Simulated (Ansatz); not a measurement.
Data:

InAg$_{2}$:
```
CELL_PARAMETERS angstrom
      0.00000     3.91920     3.91920
      3.91920     0.00000     3.91920
      3.91920     3.91920     0.00000
ATOMIC_POSITIONS crystal
  Ag 0.62500 0.62500 0.62500
  Ag 0.12500 0.62500 0.62500
  Ag 0.62500 0.12500 0.62500
  Ag 0.62500 0.62500 0.12500
  In 0.25000 0.25000 0.25000
  In 0.00000 0.00000 0.00000
```

This is the r²SCAN-relaxed structure.

All from the program Ansatz at the r²SCAN level (PAW), unless another level is named. Give the density of states at the Fermi level.

0.37 states/eV per atom (mean over ±0.08 eV).

Next, the formation energy from the elements (no fitted shifts)?

0.036 eV/atom.

Space group Fd-3m (cubic Laves (MgCu2 type)). A made-up cell: these elements were put on the sites of a structure type; neither database checked (COD, Materials Project) lists it. Its standing as an ambient phase is unchecked. The r²SCAN relaxation kept the symmetry of its start; its stability against distortions is not shown here. No spin polarisation was allowed. The references are the lowest solids computed at this level, not always the standard phases. Scalar-relativistic: spin–orbit coupling is off unless named, which matters more the heavier the elements.

Potentials: the earlier of the program's two PAW sets.
